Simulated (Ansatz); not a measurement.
Notes on ZnAu

```
Au Zn
1.0
     3.17797    0.00000    0.00000
     0.00000    3.17797    0.00000
     0.00000    0.00000    3.17797
Au Zn
1 1
Direct
  0.00000 0.00000 0.00000
  0.50000 0.50000 0.50000
```

The numbers come from plane-wave PAW DFT (Ansatz): PBE, no spin polarisation, 420 eV, 11×11×11 Γ-centred k points, fermi-dirac occupations (width 0.028 eV). Nothing was relaxed.

**Stress.** The pressure is 1.0 GPa (compression positive), so with the atoms held at these fractions the cell would first expand.
**At the Fermi level.** It is a metal, with about 0.54 states/eV a cell as the mean within 0.25 eV of the Fermi level.
**Charges.** Bader charges in e: Zn +0.58, Au -0.58. In the mean Zn gives up most and Au takes most.
**Contacts.** Au–Zn at 2.75 Å: least valence density 0.26 e/Å³ and ELF 0.23 there. Au–Au at 3.18 Å: least valence density 0.20 e/Å³ and ELF 0.19 there. Zn–Zn at 3.18 Å: least valence density 0.13 e/Å³ and ELF 0.20 there. Both are smooth PAW fields, read partly inside the augmentation spheres.
**Formation energy.** -0.21 eV an atom against the elements' usual phases (free molecules for gases, crystals otherwise, with no correction for O₂ or N₂), so it is bound against them; other compounds may still compete. Relaxing would lower it.

Origin: a database entry at a rescaled volume.
